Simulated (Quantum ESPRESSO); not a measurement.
## Band energies of InSb

```xyz
4
Lattice="2.3002 -3.9836 0.0000 2.3002 3.9836 0.0000 0.0000 0.0000 7.5648" Properties=species:S:1:pos:R:3 pbc="T T T"
In     2.3002    -1.3377     3.8731
In     2.3002     1.3377     0.0907
Sb     2.3002    -1.3189     1.0440
Sb     2.3002     1.3189     4.8264
```

PBEsol (Quantum ESPRESSO, PseudoDojo norm-conserving, 80 Ry, without SOC); path ΓMKΓALHA,LM,KH; energies in eV from the Fermi level.

```csv
k (1/Å),point,band 24,band 25,band 26,band 27,band 28,band 29,band 30,band 31
0.00,Γ,-1.06,-1.06,-0.39,-0.12,-0.01,0.00,0.22,2.76
0.23,,-2.27,-1.93,-1.37,-0.39,-0.24,1.02,1.27,2.72
0.56,,-4.31,-3.41,-2.09,-1.47,-0.88,1.13,1.59,3.24
0.79,M,-5.05,-3.32,-2.25,-1.94,-1.04,1.04,1.56,3.16
0.90,,-5.07,-3.31,-2.45,-1.96,-1.30,1.41,1.90,2.85
1.24,K,-5.49,-3.60,-2.48,-2.48,-2.26,1.97,3.49,3.51
1.55,,-4.45,-3.17,-2.94,-1.63,-1.52,2.45,2.47,2.99
1.85,,-2.66,-2.53,-1.67,-0.55,-0.51,1.41,1.67,2.61
2.15,Γ,-1.06,-1.06,-0.39,-0.12,-0.01,0.00,0.22,2.76
2.57,A,-3.71,-0.61,-0.61,-0.61,-0.61,0.78,0.78,3.46
2.87,,-4.08,-1.79,-1.79,-1.05,-1.05,1.68,1.68,3.25
3.06,,-4.90,-2.00,-2.00,-1.46,-1.46,1.28,1.28,2.96
3.36,L,-5.72,-1.85,-1.85,-1.74,-1.74,0.89,0.89,2.41
3.70,,-5.76,-2.93,-2.93,-1.51,-1.51,1.48,1.48,3.91
3.81,H,-5.78,-3.05,-3.05,-1.48,-1.48,1.49,1.49,3.91
4.00,,-5.62,-2.79,-2.79,-1.58,-1.58,1.59,1.59,3.91
4.27,,-4.69,-1.92,-1.92,-1.76,-1.76,2.07,2.07,3.11
4.54,,-3.83,-1.33,-1.33,-0.82,-0.82,1.53,1.53,3.12
4.72,A,-3.71,-0.61,-0.61,-0.61,-0.61,0.78,0.78,3.47
4.72,L,-5.72,-1.85,-1.85,-1.74,-1.74,0.89,0.89,2.41
5.04,,-5.13,-3.19,-2.22,-1.83,-1.10,1.07,1.32,3.21
5.14,M,-5.05,-3.32,-2.25,-1.94,-1.04,1.04,1.56,3.16
5.14,K,-5.49,-3.60,-2.48,-2.48,-2.26,1.97,3.49,3.51
5.24,,-5.53,-3.56,-2.36,-2.35,-2.34,2.12,3.13,3.14
5.55,H,-5.78,-3.05,-3.05,-1.48,-1.48,1.49,1.49,3.91
```

Along the path the PBEsol gap is only about 0.01 eV, below what this setup resolves reliably; no G0W0 run was built on it. Semilocal functionals shrink small gaps, and the order of the bands at the edge may be inverted.

Without spin-orbit coupling, band edges of such heavy elements can be off by tenths of an eV.

Geometry relaxed with PBEsol.

This is not the ordinary phase of the substance; no match was found in the copy of COD used, and its stability was not checked.

Letters of k points follow the standard setting of the lattice, whose axes may be ordered differently from the printed cell.
